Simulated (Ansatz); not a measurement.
Theory: DFT PBE, scalar-relativistic, plane waves, PAW (Ansatz 0.2.0). All cells share a 420 eV cutoff and Γ-centred k meshes spaced at most about 0.3 Å⁻¹ (about 0.25 or finer for metals, 2π included). Collinear spin in cells that started with moments and kept them past the coarse steps, no spin elsewhere.

Each of these unrelaxed guesses is relaxed in cell and atoms within its symmetry. A guess keeps its type if space group and coordination stay and the shape of the cell changes little (axis ratios within about 15 %, angles within 6°); the volume may change.

1. MgF3 (collinear spin from parallel moments)

Space group R-3m:H (No. 166). a = 3.768 Å, b = 3.768 Å, c = 14.456 Å, α = 90.00°, β = 90.00°, γ = 120.00°
| atom | site | symmetry | x | y | z |
| --- | --- | --- | --- | --- | --- |
| Mg | 3b | -3m | 0.6667 | 0.3333 | 0.8333 |
| F | 3a | -3m | 0.0000 | 0.0000 | 0.0000 |
| F | 6c | 3m | 0.6667 | 0.3333 | 0.9607 |

2. Zr2OsO6 (collinear spin from parallel moments)

Space group Fm-3m (No. 225). a = 7.665 Å, b = 7.665 Å, c = 7.665 Å, α = 90.00°, β = 90.00°, γ = 90.00°
```
atom  site  symmetry       x       y       z
  Zr    8c      -43m  0.2500  0.7500  0.7500
  Os    4a      m-3m  0.0000  0.0000  0.0000
   O   24e      4m.m  0.2500  0.0000  0.0000
```

Question: Which guesses survive the relaxation?

Answer: Guess 2 keeps its type.

| guess | kept | start group | end group | V start (Å³/atom) | V end | b/a and c/a, end over start | nearest neighbours start | nearest neighbours end |
| --- | --- | --- | --- | --- | --- | --- | --- | --- |
| 1 | no | R-3m | R-3m | 14.8 | 10.6 | 1.00, 0.57 | F 1/6, Mg 2 | F 1/8, Mg 2 |
| 2 | yes | Fm-3m | Fm-3m | 12.5 | 10.8 | 1.00, 1.00 | O 1, Os 6, Zr 12 | O 1, Os 6, Zr 12 |

Neighbours count within 15 % of an atom's shortest distance; end groups are read at 0.02 Å (0.05 Å in metals).

Weakly bound directions are ill-defined at this level, which has no dispersion term (MgF3 R-3m). Spin–orbit coupling, which can matter for Os, is left out. The magnetic state reached may not be the lowest. Cells relaxed within their symmetry can be saddle points.

In counts of neighbours, a slash parts the counts of unlike sites.
